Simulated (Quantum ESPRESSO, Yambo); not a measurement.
Na3MoO3F3 (space group R3, No. 146). The geometry is that of Materials Project entry mp-18753, symmetrised and not relaxed again. Chain: PBEsol (pw.x of Quantum ESPRESSO, ONCV potentials, no spin-orbit coupling); G0W0 in Yambo (2×2×2 Γ-centred k mesh, bands 5 to 203 and a 7 Ry block in the screening, 203 bands in G with the Bruneval-Gonze terminator, plasmon pole fitted at 27.2 eV); BSE (4×4×4 mesh, 18 valence and 7 conduction bands, static screening with 88 bands and a 3 Ry block, scissor 3.16 eV, Tamm-Dancoff).

| Quantity | Value |
|---|---|
| PBEsol gap (dense path) | 4.05 eV |
| PBEsol gap L → Z on the GW mesh | 4.09 eV |
| PBEsol smallest direct gap on the GW mesh, at Z | 4.25 eV |
| G0W0 direct gap at that point | 7.41 eV |
| G0W0 correction to the gap L → Z | 3.14 eV |
| direct gap on the BSE mesh, with the scissor | 7.41 eV |
| first BSE state allowed for light along x | 4.09 eV |
| lowest BSE state | 3.92 eV |
| binding of the lowest exciton | 3.49 eV |
| RPA electronic dielectric constant along x | 2.55 (4×4×4 mesh, PBEsol bands) |

Rough cost of the Yambo steps against G0W0 for 8 states: BSE about 2×, one RPA spectrum about 1/3.

Nearest settings tried, and what they do to the gap: 136 bands in G: +14 meV; 136 bands in W, 136 bands in G: +52 meV; 6 Ry block (223 vectors against 289): +10 meV. Not varied: mesh. So the settings aren't converged at that level. The k mesh is coarse. The BSE states are vertical excitations (zero momentum); the indirect quasiparticle gap, about 7.19 eV, is smaller than the direct one (7.41 eV on the GW mesh). Convergence of the RPA response with its 4×4×4 mesh was not tested. Convergence of the binding with the mesh was not shown. Axes are Cartesian, with cell vectors (Å) (2.78, 1.61, 4.84), (-2.78, 1.61, 4.84), (0.00, -3.21, 4.84).

Spin-orbit splittings are left out.
